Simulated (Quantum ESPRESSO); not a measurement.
# Al3GeNO5: one run as intended and one with a planted mistake

Simulated, not a measurement. The program is pw.x of Quantum ESPRESSO 7.5 (plane-wave density functional theory). The cell is made up: 10 atoms on a corundum lattice, with randomly drawn elements, strain and displacements, not relaxed. PseudoDojo standard norm-conserving files (v0.5 for PBE, v0.4.1 for LDA and PBEsol) set the functional; there is no spin polarisation, spin-orbit coupling or dispersion term, and the masses in the input are unused placeholders.

Intended input:

```
&control calculation='scf', pseudo_dir='./dojo.nc.sr.pbe.v0_5.standard.upf', outdir='./o', disk_io='medium', tprnfor=.true., tstress=.true. /
&system ibrav=0, nat=10, ntyp=4, nbnd=35, ecutwfc=84.00895049, nosym=.true., tot_charge=0,
 occupations='smearing', smearing='fd', degauss=0.0018374661
/
&electrons conv_thr=7.350e-09, electron_maxstep=60, /
ATOMIC_SPECIES
Al 1.0 Al.upf
Ge 1.0 Ge.upf
N 1.0 N.upf
O 1.0 O.upf
CELL_PARAMETERS angstrom
2.4172 1.3956 4.3955
-2.4172 1.3956 4.3955
0.0 -2.7911 4.3955
ATOMIC_POSITIONS angstrom
Al 0.041 -0.0072 4.6364
Al 0.0825 0.0057 1.9232
Ge -0.0044 -0.049 8.5851
Al -0.0639 0.0047 11.2098
N -0.9134 1.3764 7.684
O -0.8064 -1.4333 7.6365
O 1.7067 0.082 7.6866
O 0.9725 -1.4439 5.4432
O 0.7213 1.5106 5.5469
O -1.6572 -0.0547 5.4667
K_POINTS automatic
6 6 6 1 1 1
```

The log is shortened where brackets say so; the opening notice, blank lines, dates and the lines on written files are dropped, and the path of the files is cut. It prints rydbergs, bohrs and kilobars, and counts compression as positive stress. Where no state is partly filled, the Fermi energy that it prints is only some level between the filled and the empty states on the mesh, and need not lie in the true gap.

Log of the intended run:

```
     Program PWSCF v.7.5
     Parallel version (MPI & OpenMP), running on       1 processor cores
     Number of MPI processes:                 1
     Threads/MPI process:                     1
     [start-up lines left out]
     bravais-lattice index     =            0
     lattice parameter (alat)  =       9.8395  a.u.
     unit-cell volume          =     600.3705 (a.u.)^3
     number of atoms/cell      =           10
     number of atomic types    =            4
     number of electrons       =        58.00
     number of Kohn-Sham states=           35
     kinetic-energy cutoff     =      84.0090  Ry
     charge density cutoff     =     336.0358  Ry
     scf convergence threshold =      7.3E-09
     mixing beta               =       0.7000
     number of iterations used =            8  plain     mixing
     Exchange-correlation= PBE
                           (   1   4   3   4   0   0   0)
     [axes and pseudopotential details left out]
   Cartesian axes
     site n.     atom                  positions (alat units)
         1        Al     tau(   1) = (   0.0078743  -0.0013828   0.8904475  )
         2        Al     tau(   2) = (   0.0158446   0.0010947   0.3693617  )
         3        Ge     tau(   3) = (  -0.0008450  -0.0094107   1.6488183  )
         4        Al     tau(   4) = (  -0.0122724   0.0009027   2.1529071  )
         5        N      tau(   5) = (  -0.1754238   0.2643456   1.4757568  )
         6        O      tau(   6) = (  -0.1548738  -0.2752736   1.4666341  )
         7        O      tau(   7) = (   0.3277816   0.0157486   1.4762561  )
         8        O      tau(   8) = (   0.1867743  -0.2773094   1.0453981  )
         9        O      tau(   9) = (   0.1385298   0.2901195   1.0653143  )
        10        O      tau(  10) = (  -0.3182749  -0.0105055   1.0499114  )
     number of k points=   108  Fermi-Dirac smearing, width (Ry)=  0.0018
     Number of k-points >= 100: set verbosity='high' to print them.
     Dense  grid:    62509 G-vectors     FFT dimensions: (  60,  60,  60)
     Estimated max dynamical RAM per process >      90.85 MB
     Initial potential from superposition of free atoms
     starting charge      57.9918, renormalised to      58.0000
     Starting wfcs are   45 randomized atomic wfcs
     total cpu time spent up to now is       19.7 secs
     per-process dynamical memory:    60.0 Mb
     Self-consistent Calculation
     iteration #  1     ecut=    84.01 Ry     beta= 0.70
     Davidson diagonalization with overlap
     ethr =  1.00E-02,  avg # of iterations =  3.3
     total cpu time spent up to now is       87.0 secs
     total energy              =    -378.49086680 Ry
     estimated scf accuracy    <       2.26858678 Ry
     iteration #  2     ecut=    84.01 Ry     beta= 0.70
     Davidson diagonalization with overlap
     ethr =  3.91E-03,  avg # of iterations =  2.3
     total cpu time spent up to now is      144.8 secs
     total energy              =    -379.17122155 Ry
     estimated scf accuracy    <       1.54675799 Ry
     [iterations 3 to 9 left out]
     iteration # 10     ecut=    84.01 Ry     beta= 0.70
     Davidson diagonalization with overlap
     ethr =  4.28E-10,  avg # of iterations =  2.0
     total cpu time spent up to now is      581.9 secs
     total energy              =    -379.45658892 Ry
     estimated scf accuracy    <       0.00000008 Ry
     iteration # 11     ecut=    84.01 Ry     beta= 0.70
     Davidson diagonalization with overlap
     ethr =  1.40E-10,  avg # of iterations =  2.0
     total cpu time spent up to now is      620.6 secs
     End of self-consistent calculation
     Number of k-points >= 100: set verbosity='high' to print the bands.
     the Fermi energy is    11.2954 ev
!    total energy              =    -379.45658894 Ry
     estimated scf accuracy    <          1.5E-09 Ry
     smearing contrib. (-TS)   =       0.00000000 Ry
     internal energy E=F+TS    =    -379.45658894 Ry
     The total energy is F=E-TS. E is the sum of the following terms:
     one-electron contribution =    -127.45343775 Ry
     hartree contribution      =     108.03544949 Ry
     xc contribution           =     -99.38039090 Ry
     ewald contribution        =    -260.65820978 Ry
     convergence has been achieved in  11 iterations
     Forces acting on atoms (cartesian axes, Ry/au):
     atom    1 type  1   force =     0.01171247   -0.00215832   -0.04313614
     atom    2 type  1   force =    -0.01837851   -0.00971924    0.05247509
     atom    3 type  2   force =    -0.00808509    0.08598263   -0.13297836
     atom    4 type  1   force =     0.03346897   -0.02156731    0.05834511
     atom    5 type  3   force =    -0.03197902    0.00296252    0.03335616
     atom    6 type  4   force =     0.04521212   -0.05328931    0.01100459
     atom    7 type  4   force =    -0.03105475    0.01514342    0.01655010
     atom    8 type  4   force =    -0.03515825    0.03063144    0.03686639
     atom    9 type  4   force =     0.02043268    0.00754222   -0.02419937
     atom   10 type  4   force =     0.01382938   -0.05552805   -0.00828357
     Total force =     0.227756     Total SCF correction =     0.000082
     Computing stress (Cartesian axis) and pressure
          total   stress  (Ry/bohr**3)                   (kbar)     P=       61.56
   0.00024908   0.00021201  -0.00014522           36.64       31.19      -21.36
   0.00021201   0.00053765   0.00015600           31.19       79.09       22.95
  -0.00014522   0.00015600   0.00046861          -21.36       22.95       68.93
     init_run     :     17.81s CPU     19.51s WALL (       1 calls)
     electrons    :    583.90s CPU    600.91s WALL (       1 calls)
     forces       :      6.86s CPU      6.95s WALL (       1 calls)
     stress       :     30.06s CPU     30.15s WALL (       1 calls)
     [timing details left out]
     PWSCF        :  10m38.99s CPU  10m59.64s WALL
     JOB DONE.
```

A second run has one planted mistake: the cell has the wrong charge. The input lines that differ, file-writing options aside:

```
- &system ibrav=0, nat=10, ntyp=4, nbnd=35, ecutwfc=84.00895049, nosym=.true., tot_charge=0,
+ &system ibrav=0, nat=10, ntyp=4, nbnd=35, ecutwfc=84.00895049, nosym=.true., tot_charge=1,
```

Its log:

```
     Program PWSCF v.7.5
     Parallel version (MPI & OpenMP), running on       1 processor cores
     Number of MPI processes:                 1
     Threads/MPI process:                     1
     [start-up lines left out]
     bravais-lattice index     =            0
     lattice parameter (alat)  =       9.8395  a.u.
     unit-cell volume          =     600.3705 (a.u.)^3
     number of atoms/cell      =           10
     number of atomic types    =            4
     number of electrons       =        57.00
     number of Kohn-Sham states=           35
     kinetic-energy cutoff     =      84.0090  Ry
     charge density cutoff     =     336.0358  Ry
     scf convergence threshold =      7.3E-09
     mixing beta               =       0.7000
     number of iterations used =            8  plain     mixing
     Exchange-correlation= PBE
                           (   1   4   3   4   0   0   0)
     [axes and pseudopotential details left out]
   Cartesian axes
     site n.     atom                  positions (alat units)
         1        Al     tau(   1) = (   0.0078743  -0.0013828   0.8904475  )
         2        Al     tau(   2) = (   0.0158446   0.0010947   0.3693617  )
         3        Ge     tau(   3) = (  -0.0008450  -0.0094107   1.6488183  )
         4        Al     tau(   4) = (  -0.0122724   0.0009027   2.1529071  )
         5        N      tau(   5) = (  -0.1754238   0.2643456   1.4757568  )
         6        O      tau(   6) = (  -0.1548738  -0.2752736   1.4666341  )
         7        O      tau(   7) = (   0.3277816   0.0157486   1.4762561  )
         8        O      tau(   8) = (   0.1867743  -0.2773094   1.0453981  )
         9        O      tau(   9) = (   0.1385298   0.2901195   1.0653143  )
        10        O      tau(  10) = (  -0.3182749  -0.0105055   1.0499114  )
     number of k points=   108  Fermi-Dirac smearing, width (Ry)=  0.0018
     Number of k-points >= 100: set verbosity='high' to print them.
     Dense  grid:    62509 G-vectors     FFT dimensions: (  60,  60,  60)
     Estimated max dynamical RAM per process >      90.85 MB
     Initial potential from superposition of free atoms
     starting charge      57.9918, renormalised to      57.0000
     Starting wfcs are   45 randomized atomic wfcs
     total cpu time spent up to now is       26.9 secs
     per-process dynamical memory:    75.9 Mb
     Self-consistent Calculation
     iteration #  1     ecut=    84.01 Ry     beta= 0.70
     Davidson diagonalization with overlap
     ethr =  1.00E-02,  avg # of iterations =  3.1
     total cpu time spent up to now is      100.2 secs
     total energy              =    -379.20998750 Ry
     estimated scf accuracy    <       2.31492929 Ry
     iteration #  2     ecut=    84.01 Ry     beta= 0.70
     Davidson diagonalization with overlap
     ethr =  4.06E-03,  avg # of iterations =  2.0
     total cpu time spent up to now is      151.1 secs
     total energy              =    -379.74326998 Ry
     estimated scf accuracy    <       1.83337223 Ry
     [iterations 3 to 11 left out]
     iteration # 12     ecut=    84.01 Ry     beta= 0.70
     Davidson diagonalization with overlap
     ethr =  3.80E-10,  avg # of iterations =  2.0
     total cpu time spent up to now is      744.2 secs
     total energy              =    -380.15589084 Ry
     estimated scf accuracy    <       0.00000003 Ry
     iteration # 13     ecut=    84.01 Ry     beta= 0.70
     Davidson diagonalization with overlap
     ethr =  5.14E-11,  avg # of iterations =  2.2
     total cpu time spent up to now is      814.1 secs
     End of self-consistent calculation
     Number of k-points >= 100: set verbosity='high' to print the bands.
     the Fermi energy is     8.9135 ev
!    total energy              =    -380.15589084 Ry
     estimated scf accuracy    <          7.0E-09 Ry
     smearing contrib. (-TS)   =      -0.00104522 Ry
     internal energy E=F+TS    =    -380.15484562 Ry
     The total energy is F=E-TS. E is the sum of the following terms:
     one-electron contribution =    -128.64987396 Ry
     hartree contribution      =     107.50323857 Ry
     xc contribution           =     -98.35000045 Ry
     ewald contribution        =    -260.65820978 Ry
     convergence has been achieved in  13 iterations
     Forces acting on atoms (cartesian axes, Ry/au):
     atom    1 type  1   force =    -0.02634536   -0.01157540    0.00508538
     atom    2 type  1   force =    -0.06730727    0.00810877    0.00003694
     atom    3 type  2   force =     0.01143904    0.03532466   -0.07723775
     atom    4 type  1   force =     0.04933864    0.01333242    0.01206246
     atom    5 type  3   force =     0.00458637   -0.01231531    0.03673204
     atom    6 type  4   force =     0.04915043   -0.04550363    0.01343625
     atom    7 type  4   force =    -0.02467298    0.02123801    0.01683139
     atom    8 type  4   force =    -0.02070874    0.03390473    0.02911798
     atom    9 type  4   force =     0.01743568   -0.01126223   -0.03653185
     atom   10 type  4   force =     0.00708420   -0.03125203    0.00046717
     Total force =     0.168234     Total SCF correction =     0.000126
     Computing stress (Cartesian axis) and pressure
          total   stress  (Ry/bohr**3)                   (kbar)     P=     -196.78
  -0.00138657   0.00010192  -0.00014070         -203.97       14.99      -20.70
   0.00010192  -0.00132523  -0.00012876           14.99     -194.95      -18.94
  -0.00014070  -0.00012876  -0.00130122          -20.70      -18.94     -191.42
     init_run     :     26.28s CPU     26.76s WALL (       1 calls)
     electrons    :    757.05s CPU    787.15s WALL (       1 calls)
     forces       :     11.98s CPU     12.09s WALL (       1 calls)
     stress       :     45.09s CPU     45.26s WALL (       1 calls)
     [timing details left out]
     PWSCF        :  14m 0.85s CPU  14m32.59s WALL
     JOB DONE.
```

|  | intended run | run with the mistake |
| --- | --- | --- |
| free energy (eV) | -5162.770 | -5172.284 |
| smearing term -TS (eV) | 0.0000 | -0.0142 |
| pressure (GPa) | 6.16 | -19.68 |
| largest force component (eV/Å) | 3.419 | 1.986 |
| largest change of a force component (eV/Å) |  | 1.433 |
| iterations | 11 | 13 |

For scale, a rerun of the intended cell at a cutoff of 1437 eV and k mesh 8 x 8 x 8 moved values by no more than 0.003 eV in energy, 0.02 GPa in stress and 0.002 eV/Å in force. The charged cell sits in a uniform background, so its energy and stress rest on the program's zero of potential.